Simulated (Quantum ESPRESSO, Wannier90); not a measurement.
**Wannier functions of TaN (P-6m2)**

Materials Project entry mp-1459; symmetrised, unrelaxed at this level. COD (Crystallography Open Database) has the formula in 5 space groups, this one among them (matched by group alone). Computed values, not measurements, from PBEsol: Quantum ESPRESSO (norm-conserving PseudoDojo potentials, cutoff 68 Ry, spinors with spin-orbit coupling) on a Γ-centred 12×12×6 mesh, then Wannier90. Density: 12×12×10 mesh, cold smearing 0.01 Ry.

On the energy scale of pw.x, whose zero is arbitrary, the Fermi level lies at 20.00 eV.

Input w.win:

```
num_bands = 2
num_wann = 2
exclude_bands = 1-2,5-44
spinors = true
num_iter = 800
conv_tol = 1.0e-6
conv_window = 4
write_hr = true
write_u_matrices = true
auto_projections = true
begin unit_cell_cart
ang
    2.9399401188    0.0000000000    0.0000000000
   -1.4699700594    2.5460628285    0.0000000000
    0.0000000000    0.0000000000    2.8901800000
end unit_cell_cart
begin atoms_frac
Ta   0.0000000000  0.0000000000  0.5000000000
N   -0.3333333333  0.3333333333  0.0000000000
end atoms_frac
mp_grid = 12 12 6
begin kpoints
0.0000000000 0.0000000000 0.0000000000
0.0000000000 0.0000000000 0.1666666667
0.0000000000 0.0000000000 0.3333333333
... (861 more lines: the 12x12x6 mesh through Gamma)
end kpoints
```

Input of pw2wannier90.x that gives the overlap and projection files (equivalent; here they were cut from one run over all bands):

```
&inputpp
  outdir = './out'
  prefix = 'pwscf'
  seedname = 'w'
  write_amn = .true.
  write_mmn = .true.
  scdm_proj = .true.
  scdm_entanglement = 'isolated'
/
```

Output w.wout (banner and timings cut):

```
                                    ------
                                    SYSTEM
                                    ------

                              Lattice Vectors (Ang)
                    a_1     2.939940   0.000000   0.000000
                    a_2    -1.469970   2.546063   0.000000
                    a_3     0.000000   0.000000   2.890180

                   Unit Cell Volume:      21.63378  (Ang^3)

                        Reciprocal-Space Vectors (Ang^-1)
                    b_1     2.137181   1.233902  -0.000000
                    b_2     0.000000   2.467805   0.000000
                    b_3     0.000000  -0.000000   2.173977

 *----------------------------------------------------------------------------*
 |   Site       Fractional Coordinate          Cartesian Coordinate (Ang)     |
 +----------------------------------------------------------------------------+
 | ta   1   0.00000   0.00000   0.50000   |    0.00000   0.00000   1.44509    |
 | n    1  -0.33333   0.33333   0.00000   |   -1.46997   0.84869   0.00000    |
 *----------------------------------------------------------------------------*
                                ------------
                                K-POINT GRID
                                ------------

             Grid size = 12 x 12 x  6      Total points =  864

 *---------------------------------- MAIN ------------------------------------*
 |  Number of Wannier Functions               :                 2             |
 |  Number of Objective Wannier Functions     :                 2             |
 |  Number of input Bloch states              :                 2             |
 |  Output verbosity (1=low, 5=high)          :                 1             |
 |  Timing Level (1=low, 5=high)              :                 1             |
 |  Optimisation (0=memory, 3=speed)          :                 3             |
 |  Length Unit                               :               Ang             |
 |  Post-processing setup (write *.nnkp)      :                 F             |
 |  Using Gamma-only branch of algorithms     :                 F             |
 *----------------------------------------------------------------------------*
 *------------------------------- WANNIERISE ---------------------------------*
 |  Total number of iterations                :               800             |
 |  Number of CG steps before reset           :                 5             |
 |  Trial step length for line search         :             2.000             |
 |  Convergence tolerence                     :         0.100E-05             |
 |  Convergence window                        :                 4             |
 |  Iterations between writing output         :                 1             |
 |  Iterations between backing up to disk     :               100             |
 |  Write r^2_nm to file                      :                 F             |
 |  Write xyz WF centres to file              :                 F             |
 |  Write on-site energies <0n|H|0n> to file  :                 F             |
 |  Use guiding centre to control phases      :                 F             |
 |  Use phases for initial projections        :                 F             |
 *----------------------------------------------------------------------------*
 *-------------------------------- PLOTTING ----------------------------------*
 |  Plotting Hamiltonian in WF basis          :                 T             |
 *----------------------------------------------------------------------------*

       ... (k-mesh section left out)

 Starting a new Wannier90 calculation ...

 Reading overlaps from w.mmn

 Reading projections from w.amn

 *------------------------------- WANNIERISE ---------------------------------*
 +--------------------------------------------------------------------+<-- CONV
 | Iter  Delta Spread     RMS Gradient      Spread (Ang^2)            |<-- CONV
 +--------------------------------------------------------------------+<-- CONV

 ------------------------------------------------------------------------------
 Initial State
  WF centre and spread    1  (  0.000009, -0.000005, -1.445095 )     0.48471678
  WF centre and spread    2  ( -0.000009,  0.000005,  1.445095 )     0.48522329
  Sum of centres and spreads ( -0.000000,  0.000000,  0.000000 )     0.96994006

      0     0.970E+00     0.0000000000        0.9699400622  <-- CONV
        O_D=      0.0007416 O_OD=      0.0004262 O_TOT=      0.9699401 <-- SPRD
 ------------------------------------------------------------------------------
      1    -0.115E-02     0.0067168426        0.9687888097  <-- CONV
        O_D=      0.0000078 O_OD=      0.0000087 O_TOT=      0.9687888 <-- SPRD
      2    -0.416E-05     0.0013982189        0.9687846528  <-- CONV
        O_D=      0.0000057 O_OD=      0.0000067 O_TOT=      0.9687847 <-- SPRD
      3    -0.361E-05     0.0007694915        0.9687810421  <-- CONV
        O_D=      0.0000034 O_OD=      0.0000054 O_TOT=      0.9687810 <-- SPRD
      4    -0.117E-05     0.0006745726        0.9687798698  <-- CONV
        O_D=      0.0000028 O_OD=      0.0000049 O_TOT=      0.9687799 <-- SPRD
      5    -0.242E-06     0.0002809776        0.9687796278  <-- CONV
        O_D=      0.0000026 O_OD=      0.0000047 O_TOT=      0.9687796 <-- SPRD
      6    -0.149E-06     0.0001900073        0.9687794787  <-- CONV
        O_D=      0.0000026 O_OD=      0.0000047 O_TOT=      0.9687795 <-- SPRD
      7    -0.473E-07     0.0001450657        0.9687794314  <-- CONV
        O_D=      0.0000025 O_OD=      0.0000047 O_TOT=      0.9687794 <-- SPRD
      8    -0.339E-07     0.0000881572        0.9687793975  <-- CONV
        O_D=      0.0000025 O_OD=      0.0000046 O_TOT=      0.9687794 <-- SPRD
             <<<     Delta < 1.000E-06  over  4 iterations     >>>
             <<< Wannierisation convergence criteria satisfied >>>
 Final State
  WF centre and spread    1  ( -0.000000,  0.000000, -1.445090 )     0.48438970
  WF centre and spread    2  (  0.000000, -0.000000,  1.445090 )     0.48438970
  Sum of centres and spreads (  0.000000, -0.000000,  0.000000 )     0.96877940

         Spreads (Ang^2)       Omega I      =     0.968772244
        ================       Omega D      =     0.000002512
                               Omega OD     =     0.000004641
    Final Spread (Ang^2)       Omega Total  =     0.968779398
```
